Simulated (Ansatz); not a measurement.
AlCrB:
```cif
data_Al2B2Cr2
_chemical_formula_sum 'Al2 B2 Cr2'
_space_group_name_H-M_alt 'P 1'
_space_group_IT_number 1
_cell_length_a 7.06216
_cell_length_b 7.06216
_cell_length_c 2.94690
_cell_angle_alpha 90.000
_cell_angle_beta 90.000
_cell_angle_gamma 155.613
loop_
_space_group_symop_operation_xyz
  'x, y, z'
loop_
_atom_site_label
_atom_site_type_symbol
_atom_site_fract_x
_atom_site_fract_y
_atom_site_fract_z
_atom_site_occupancy
Al1 Al 0.69148 0.30852 0.25000 1
Al2 Al 0.30852 0.69148 0.75000 1
B1 B 0.46725 0.53275 0.75000 1
B2 B 0.53275 0.46725 0.25000 1
Cr1 Cr 0.08397 0.91603 0.75000 1
Cr2 Cr 0.91603 0.08397 0.25000 1
```

Relaxed with r²SCAN.

Question: Which orbitals make up the states near the Fermi level in r²SCAN in the plane-wave PAW code Ansatz?

Answer: Within 0.5 eV of the Fermi level: Cr 3d 87 %, Al 3p 6 %. Projections are on Löwdin-orthogonalised atomic valence shells; empty p or d shells of many metals are not among them.

Question: Tabulate the density of states.

Answer: States/eV per cell of 6 atoms, in 0.25 eV bins, energy from the Fermi level.

```tsv
E (eV)	total	Cr 3d	B 2p	Al 3p
-7.85	1.24	0.23	0.38	0.30
-7.60	1.48	0.27	0.53	0.31
-7.35	1.24	0.24	0.43	0.29
-7.10	1.30	0.24	0.46	0.29
-6.85	1.25	0.23	0.47	0.26
-6.60	1.43	0.28	0.58	0.27
-6.35	1.85	0.38	0.82	0.31
-6.10	1.54	0.34	0.72	0.22
-5.85	2.12	0.51	0.97	0.32
-5.60	2.07	0.54	0.84	0.41
-5.35	2.09	0.57	0.78	0.49
-5.10	2.04	0.55	0.82	0.47
-4.85	2.34	0.69	0.90	0.55
-4.60	2.89	0.96	1.07	0.67
-4.35	3.37	1.03	1.05	1.11
-4.10	2.99	1.02	0.98	0.84
-3.85	2.85	1.22	0.92	0.59
-3.60	2.75	1.39	0.83	0.44
-3.35	2.15	1.24	0.45	0.37
-3.10	2.02	1.26	0.28	0.35
-2.85	2.50	1.62	0.26	0.44
-2.60	3.67	2.53	0.30	0.63
-2.35	4.27	2.90	0.36	0.79
-2.10	4.35	3.03	0.33	0.78
-1.85	2.28	1.68	0.17	0.33
-1.60	2.04	1.43	0.14	0.27
-1.35	3.16	2.15	0.17	0.47
-1.10	5.72	4.72	0.15	0.54
-0.85	3.03	2.70	0.07	0.17
-0.60	1.95	1.76	0.05	0.10
-0.35	1.74	1.59	0.05	0.07
-0.10	1.69	1.53	0.05	0.07
0.15	1.28	1.07	0.06	0.10
0.40	2.38	1.93	0.16	0.20
0.65	3.79	3.12	0.21	0.28
0.90	4.15	3.27	0.24	0.39
1.15	4.84	3.84	0.26	0.44
1.40	4.04	3.04	0.38	0.42
1.65	4.60	3.25	0.59	0.42
1.90	3.70	2.32	0.52	0.38
2.15	2.69	1.29	0.39	0.37
2.40	3.69	1.56	0.50	0.51
2.65	3.39	1.31	0.47	0.56
2.90	3.02	1.12	0.53	0.53
3.15	3.18	1.20	0.68	0.49
3.40	2.21	0.77	0.52	0.36
3.65	1.54	0.53	0.34	0.24
3.90	1.77	0.57	0.33	0.29
4.15	2.53	0.83	0.45	0.43
4.40	2.08	0.53	0.38	0.40
4.65	1.92	0.43	0.35	0.41
```

Space group Cmcm. The start of the workflow was typed in or built on a structure type; neither database checked (COD, Materials Project) lists it. Its standing as an ambient phase is unchecked. Symmetry was held in the r²SCAN relaxation; whether a distortion lowers the energy is not shown. The workflow began spin-polarised and lost its moments.

Potentials: the later of the program's two PAW sets.
